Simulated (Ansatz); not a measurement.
# Ru, omega (AlB2-type): geometry optimisation

The calculation used DFT, r2SCAN, plane waves (500 eV) with PAW, scalar-relativistic in Ansatz 0.2.0. The PAW files were generated under PBE, with cores re-solved for the functional.

k-point mesh 9×9×12, Fermi-Dirac smearing 0.05 eV, starting moments 1.00 ×3 μB. Cell and atoms relax.

Starting structure:

```yaml
crystal:
  lattice:
    - [4.2469224303, 0.0, 0.0]
    - [-2.1234612151, 3.6779427125, 0.0]
    - [0.0, 0.0, 2.6033634498]
  atoms:
    - { symbol: Ru, position: [0.0, 0.0, 0.0], spin: 1.0 }
    - { symbol: Ru, position: [0.3333333333, 0.6666666667, 0.5], spin: 1.0 }
    - { symbol: Ru, position: [0.6666666667, 0.3333333333, 0.5], spin: 1.0 }
hamiltonian:
  xc: r2scan
  pseudopotentials:
    kind: paw
    azcp:
      Ru: "pseudopotentials/Ru.paw.azcp"
basis:
  ecutwfc: 500
  fft_grid_basis: typed
kpoints:
  mp_grid: { grid: [9, 9, 12], shift: [0, 0, 0] }
magnetization:
  spin_polarized: true
scf:
  occupations: { method: fermi_dirac, width: 0.05 }
relax:
  max_steps: 60
  f_tol: 0.01
  cell: {}
```

**Question.** The pressure at the start is 6.0 GPa. By how much does the volume change?

**Answer.** From 13.55 to 13.82 Å³ per atom, 2.0 %. The final cell has a = 4.239 Å, c = 2.664 Å (c/a = 0.628).

**Question.** How much energy does the relaxation gain?

**Answer.** 12.7 meV per atom.

Path of the relaxation (the plane waves are chosen anew near the end, which can shift the energy a little):

```
step  E − E(final) (meV/atom)  V (Å³/atom)  P (GPa)  max force (eV/Å)
   0                    12.73       13.555     6.04             0.000
   1                     6.46       14.096    -5.75             0.000
   2                     0.30       13.853    -0.76             0.000
   3                     0.20       13.819     0.01             0.000
   4                     0.20       13.820     0.00             0.000
   5                     0.00       13.820     0.01             0.000
```

**Question.** Which magnetic state does it end in?

**Answer.** non-magnetic.
